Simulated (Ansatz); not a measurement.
How much do the gradients of Mn₂ZnAs₂ depend on the method?

Cell: a COD entry, ions relaxed with PBE at fixed cell.

```
Mn Zn As
1.0
     4.09900    0.00000    0.00000
    -2.04950    3.54984    0.00000
     0.00000    0.00000    6.57200
Mn Zn As
2 1 2
Direct
  0.33333 0.66667 0.37462
  0.66667 0.33333 0.62538
  0.00000 0.00000 0.00000
  0.33333 0.66667 0.74938
  0.66667 0.33333 0.25062
```

Atoms are numbered from 1 in the order listed; like atoms form one site, named after its first atom.

First run. Computed with Ansatz: DFT, PBE, plane waves and PAW, scalar-relativistic, collinear spin, 420 eV cutoff, Γ-centred 9×9×5 k-points, Fermi–Dirac smearing 0.05 eV. Start moments as typed (μB): 5 -5 0 0 0 by atom.

| site | atom | V_zz (10²¹ V/m²) | η | m (μB) |
| --- | --- | --- | --- | --- |
| Mn | 1 | -1.97 | 0.00 | 3.41 |
| Zn | 3 | -0.15 | 0.00 | 0.00 |
| As | 4 | -0.39 | 0.00 | 0.01 |

Second run. The same atoms and settings, except that a Hubbard term is added (U = 3.9 eV on Mn d).

(1) What does the second run give?

## Answers

(1) 

| site | atom | V_zz | η | change of V_zz | m (μB) |
| --- | --- | --- | --- | --- | --- |
| Mn | 1 | -1.02 | 0.00 | +0.95 | 4.11 |
| Zn | 3 | -0.18 | 0.00 | -0.03 | 0.00 |
| As | 4 | 0.38 | 0.00 | +0.77 | 0.01 |

The largest change of V_zz is on Mn, from -1.97 to -1.02. V_zz changes sign on As (same axis). The absolute magnetisation of the cell goes from 7.8 to 9.3 μB.

The run finds no gap above 0.1 eV (a metal, or nearly one), so the gradients can move by 10 % or more with the k-mesh. The magnetic order is the one that the run reached from its start moments, not necessarily the measured one.
For the first run: The largest force is 0.4 eV/Å, so the atoms aren't at the calculated equilibrium and relaxing them would move these values.
For the second run: At this cell the PBE+U pressure is 7 GPa, so with PBE+U the cell would grow if it were relaxed. The largest force is 1.8 eV/Å, so the atoms aren't at the calculated equilibrium and relaxing them would move these values. Semilocal functionals make gaps too small and can close them, so the real compound need not be a metal.
